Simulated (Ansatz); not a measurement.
Relaxed candidate structures of Y(BC)$_{2}$:

A. P4/mbm (No. 127), tP10; a = 5.330 Å, b = 5.330 Å, c = 3.504 Å, α = 90.00°, β = 90.00°, γ = 90.00°; Y 2a (0.000, 0.000, 0.000); B 4h (0.364, 0.136, 0.500); C 4h (0.162, 0.338, 0.500)

B. P4₂/mmc (No. 131), tP10; a = b = 3.7806 Å, c = 7.0684 Å, α = β = γ = 90.00°; Y 2e (0.000, 0.000, 0.250); B 4m (0.500, 0.216, 0.500); C 4k (0.187, 0.500, 0.500)

Problem. Put the candidates in order of energy per atom, lowest first, for PBEsol (plane waves to 420 eV, PAW, scalar-relativistic; Ansatz, an electronic-structure program).

Solution. A (reference, the lowest of the structures calculated here), B (+0.15 eV/atom)

Each run could gain symmetry but not lose that of its start, so entries can be saddle points.  Static energies at zero pressure. Each cell has its own k-point mesh; energy differences are given only to the digits this allows. No spin polarisation in the result.
